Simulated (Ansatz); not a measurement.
HfO2 (fluorite), scan of one atom of the cell

Starting cell, HfO$_{2}$ (fluorite):

```
CELL_PARAMETERS angstrom
      0.00000     5.04380     5.04380
      2.52190     0.00000     2.52190
      2.52190     2.52190     0.00000
ATOMIC_POSITIONS crystal
  Hf 0.00000 0.00000 0.00000
  Hf 0.50000 0.00000 0.00000
  O  0.12500 0.25000 0.25000
  O  0.62500 0.25000 0.25000
  O  0.37500 0.75000 0.75000
  O  0.87500 0.75000 0.75000
```

In each cell atom 4 (O, nearest neighbour Hf at 2.184 Å; its periodic images, 3.6 Å or more away, move with it) moves by s·(1.000, 0.000, 0.000) (along Cartesian x), the rest being held.

These are PBEsol (plane waves to 420 eV, PAW, scalar-relativistic; Ansatz, a program for electronic structure) values and carry that method's errors. k mesh 9×9×9 (Γ-centred), Fermi-Dirac smearing 0.05 eV. Energies are smeared free energies. Compression counts positive. F∥ is the force on the atom along that direction. F⊥ is the part of the force across the line. HfO2 is run without spin polarisation. HfO2 was relaxed with its symmetry unable to fall. Spin-orbit coupling is left out, though Hf is heavy. This is a high-temperature form of HfO2. The zero of ΔE is the undisplaced structure.

```
s (Å)   ΔE (meV/cell)  F∥ (eV/Å)  P (GPa)  |F⊥| (eV/Å)
------  -------------  ---------  -------  -----------
-0.440           1291      6.132      8.4        0.612
-0.352            813      4.755      5.4        0.469
-0.264            451      3.477      3.0        0.336
-0.176            198      2.274      1.4        0.213
-0.088             49      1.123      0.3        0.101
0.000               0      0.000      0.0        0.000
0.088              49     -1.122      0.3        0.091
0.176             198     -2.272      1.3        0.172
0.264             451     -3.482      3.0        0.244
0.352             814     -4.787      5.4        0.305
0.440            1297     -6.222      8.4        0.354
```

Key numbers:

```
Property                                                                                                                                               Result
--------------------------------------------------------  ---------------------------------------------------------------------------------------------------
Energy at s = 0.440 Å                                                                                                                           1297 meV/cell
Force along the line at s = -0.440 Å                                                                                                                6.13 eV/Å
Shape of the curve                                                                             a single well with its minimum at or next to zero displacement
Force constant k = d²E/ds² at s = 0 (finite differences)                                                                                           12.7 eV/Å²
Harmonic estimate at the end of the scan                  ½ks² = 1229 meV/cell against the computed 1297 meV/cell, so the well is stiffer than harmonic there
```

(For displaced atoms, the force is minus the slope of the energy, and its curvature is a force constant, which sets phonon frequencies.)
